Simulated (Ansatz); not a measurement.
**Cr$_{2}$C: computed property card**

Cr2C:
```
CELL_PARAMETERS angstrom
      2.79676     0.00000     0.00000
     -1.39838     2.42206     0.00000
      0.00000     0.00000     4.21449
ATOMIC_POSITIONS crystal
  Cr 0.66667 0.33333 0.24683
  Cr 0.33333 0.66667 0.75317
  C  0.00000 0.00000 0.50000
```

Space group P-3m1 (No. 164); conventional cell a = b = 2.7968 Å, c = 4.2145 Å, α = β = 90.00°, γ = 120.00°.

Method: PBEsol in the plane-wave PAW code Ansatz. The cell and atoms are relaxed at this level. Other levels are named where they apply.

**Cell and energy**

- Volume per atom = 9.52 Å³
- Density = 6.75 g/cm³
- Formation energy from the elements (no fitted shifts) = -0.12 eV/atom

**Electronic structure**

* **Electronic character**: metallic (no gap)
* **Density of states at the Fermi level**: 0.70 states/eV per atom (mean over ±0.08 eV)

**Mechanics**

* **Bulk modulus (Birch–Murnaghan fit)**: 2700 kbar
* **Pressure derivative B′**: 4.9
* **Elastic constants (relaxed ions, GPa)**: C11 = 520, C12 = 121, C13 = 165, C14 = -15.5, C33 = 502, C44 = 128
* **Mechanical stability**: stable (all eigenvalues of C positive)
* **Hill bulk and shear moduli**: 272 and 160 GPa
* **Young's modulus**: 401 GPa
* **Poisson's ratio**: 0.25
* **Debye temperature from the elastic constants**: 760 K

**Phonons**

* **Highest zone-centre frequency**: 716 cm⁻¹
* **Zone-centre stability**: no imaginary mode at Γ

The workflow started from a Materials Project entry (that database holds measured and hypothetical structures alike); the Crystallography Open Database copy checked does not list it. Whether it is the stable phase at ambient conditions was not checked. The cell was relaxed with PBEsol under the symmetry of its start. No spin polarisation was allowed. As this level gives no gap, shear constants depend on the k-mesh and smearing (Fermi–Dirac, 0.1 eV here). As this level gives no gap, phonon frequencies hold no LO–TO term and depend on the k-mesh and smearing (Fermi–Dirac, 0.1 eV here). On the denser mesh and wider smearing of the elastic run this cell carries a stress of 0.5 GPa. The references are the lowest solids computed at this level, not always the standard phases.

Potentials: the later of the program's two PAW sets.
